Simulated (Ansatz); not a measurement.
A relaxation computed with Ansatz, from input to last step.

```yaml
crystal:
  lattice:
    - [7.3652238501, 0.0, 0.0]
    - [0.0, 3.719451292, 0.0]
    - [0.0, 0.0, 3.7189844164]
  atoms:
    - { symbol: Cu, position: [0.0, 0.5, 0.5] }
    - { symbol: Cu, position: [0.5, 0.5, 0.5] }
    - { symbol: Cu, position: [0.2582841538, 0.0, 0.5] }
    - { symbol: Cu, position: [0.7417158462, 0.0, 0.5] }
    - { symbol: Cu, position: [0.2537811764, 0.5, 0.0] }
    - { symbol: Cu, position: [0.7462188236, 0.5, 0.0] }
    - { symbol: Pd, position: [0.5, 0.0, 0.0] }
    - { symbol: Pd, position: [0.0, 0.0, 0.0] }
    - { symbol: H, position: [0.0, 0.0, 0.5] }
basis:
  ecutwfc: 500
kpoints:
  mp_grid: { grid: [4, 8, 8] }
hamiltonian:
  xc: r2scan
scf:
  occupations: { method: gaussian, width: 0.1 }
output:
  forces: true
  stress: true
  eigenvalues: true
relax:
  adjacent_minimum: "off"
  f_tol: 0.025
  max_steps: 70
  cell: { stress_tol: 0.12 }
```

```bash
ansatz run input.yaml --threads 2 --pin off --max-ram 5120MiB --backend cpu --events-out ev --progress --plain --runs-dir out
```

All numbers below come from DFT r2SCAN, scalar-relativistic, plane waves, PAW (Ansatz).

Of 4 frames 4 are shown, positions in Å and forces in eV/Å; the SCF threshold varies from step to step. Steps run on the plane waves of an earlier cell, with a Pulay correction in the pressure. The basis is chosen afresh for the last frame, the zero of the energies, and can be on the way; energy and pressure step there, also at an unchanged geometry.

```xyz
9
Lattice="7.3652 0.0000 0.0000 0.0000 3.7195 0.0000 0.0000 0.0000 3.7190" Properties=species:S:1:pos:R:3:forces:R:3 pbc="T T T" step=1 free_energy_over_end_meV_per_atom=0.19 pressure_GPa=-0.03
Cu    0.0000    1.8597    1.8595    0.0000    0.0000    0.0000
Cu    3.6826    1.8597    1.8595    0.0000    0.0000    0.0000
Cu    1.9023    0.0000    1.8595   -0.0050    0.0000    0.0000
Cu    5.4629    0.0000    1.8595    0.0050    0.0000    0.0000
Cu    1.8692    1.8597    0.0000    0.0350    0.0000    0.0000
Cu    5.4961    1.8597    0.0000   -0.0350    0.0000    0.0000
Pd    3.6826    0.0000    0.0000    0.0000    0.0000    0.0000
Pd    0.0000    0.0000    0.0000    0.0000    0.0000    0.0000
H     0.0000    0.0000    1.8595    0.0000    0.0000    0.0000
9
Lattice="7.3802 0.0000 0.0000 0.0000 3.7150 0.0000 0.0000 0.0000 3.7156" Properties=species:S:1:pos:R:3:forces:R:3 pbc="T T T" step=2 free_energy_over_end_meV_per_atom=0.08 pressure_GPa=0.00
Cu    0.0000    1.8575    1.8578    0.0000    0.0000    0.0000
Cu    3.6901    1.8575    1.8578    0.0000    0.0000    0.0000
Cu    1.9056    0.0000    1.8578   -0.0020    0.0000    0.0000
Cu    5.4746    0.0000    1.8578    0.0020    0.0000    0.0000
Cu    1.8752    1.8575    0.0000    0.0170    0.0000    0.0000
Cu    5.5050    1.8575    0.0000   -0.0170    0.0000    0.0000
Pd    3.6901    0.0000    0.0000    0.0000    0.0000    0.0000
Pd    0.0000    0.0000    0.0000    0.0000    0.0000    0.0000
H     0.0000    0.0000    1.8578    0.0000    0.0000    0.0000
9
Lattice="7.4170 0.0000 0.0000 0.0000 3.7057 0.0000 0.0000 0.0000 3.7083" Properties=species:S:1:pos:R:3:forces:R:3 pbc="T T T" step=3 free_energy_over_end_meV_per_atom=0.00 pressure_GPa=-0.06
Cu    0.0000    1.8528    1.8541    0.0000    0.0000    0.0000
Cu    3.7085    1.8528    1.8541    0.0000    0.0000    0.0000
Cu    1.9136    0.0000    1.8541    0.0080    0.0000    0.0000
Cu    5.5034    0.0000    1.8541   -0.0080    0.0000    0.0000
Cu    1.8853    1.8528    0.0000    0.0090    0.0000    0.0000
Cu    5.5317    1.8528    0.0000   -0.0090    0.0000    0.0000
Pd    3.7085    0.0000    0.0000    0.0000    0.0000    0.0000
Pd    0.0000    0.0000    0.0000    0.0000    0.0000    0.0000
H     0.0000    0.0000    1.8541    0.0000    0.0000    0.0000
9
Lattice="7.4170 0.0000 0.0000 0.0000 3.7057 0.0000 0.0000 0.0000 3.7083" Properties=species:S:1:pos:R:3:forces:R:3 pbc="T T T" step=4 free_energy_over_end_meV_per_atom=0.00 pressure_GPa=-0.06
Cu    0.0000    1.8528    1.8541    0.0000    0.0000    0.0000
Cu    3.7085    1.8528    1.8541    0.0000    0.0000    0.0000
Cu    1.9136    0.0000    1.8541    0.0080    0.0000    0.0000
Cu    5.5034    0.0000    1.8541   -0.0080    0.0000    0.0000
Cu    1.8853    1.8528    0.0000    0.0090    0.0000    0.0000
Cu    5.5317    1.8528    0.0000   -0.0090    0.0000    0.0000
Pd    3.7085    0.0000    0.0000    0.0000    0.0000    0.0000
Pd    0.0000    0.0000    0.0000    0.0000    0.0000    0.0000
H     0.0000    0.0000    1.8541    0.0000    0.0000    0.0000
```

It took 3.3 min on 2 threads of Arm Neoverse V2, with other jobs on the host, peak memory 1 GiB.